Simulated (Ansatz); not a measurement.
BeS:
```
CELL_PARAMETERS angstrom
      3.40604     0.00000     0.00000
     -1.70302     2.94972     0.00000
      0.00000     0.00000     7.71830
ATOMIC_POSITIONS crystal
  Be 0.50000 0.00000 0.00000
  Be 0.00000 0.50000 0.33333
  Be 0.50000 0.50000 0.66667
  S  0.50000 0.00000 0.50000
  S  0.00000 0.50000 0.83333
  S  0.50000 0.50000 0.16667
```

Relaxed with PBE+D3(BJ). Special points in fractions of this cell's reciprocal vectors: Γ (0.000, 0.000, 0.000); M (0.500, 0.000, 0.000); K (0.333, 0.333, 0.000); A (0.000, 0.000, 0.500); L (0.500, 0.000, 0.500); H (0.333, 0.333, 0.500).

Question: List the band energies nearest the valence-band maximum at these points for the program Ansatz at the PBE+D3(BJ) level (PAW).

Answer: In eV from the valence-band maximum; about four levels below and three above (degenerate sets whole), none deeper than 8.9 eV; points with the same levels are listed once.

```json
[
 {"k": "Γ", "below": "-0.67 -0.67 -0.31 0.00", "above": "4.08 4.08 5.06"},
 {"k": "M", "below": "-2.29 -2.24 -1.81 -1.69", "above": "2.60 2.80 3.79"},
 {"k": "K", "below": "-4.09 -4.09 -2.59 -1.76 -1.76", "above": "4.06 4.23 4.23"},
 {"k": "A", "below": "-0.74 -0.46 -0.46 -0.37", "above": "3.54 5.18 5.27 5.27"},
 {"k": "L", "below": "-2.53 -2.09 -1.68 -1.33", "above": "3.17 3.80 4.12"},
 {"k": "H", "below": "-3.36 -3.36 -2.72 -1.30", "above": "4.44 5.00 6.00 6.00"}
]
```

Space group P6_422. The start of the workflow was typed in or built on a structure type; neither database checked (COD, Materials Project) lists it. COD files the formula under space group No. 216, so this cell is another polymorph or a model. Whether it is the stable phase at ambient conditions was not checked. The cell was relaxed with PBE+D3(BJ) under the symmetry of its start; whether a distortion lowers the energy is not shown.

Potentials: the earlier of the program's two PAW sets.
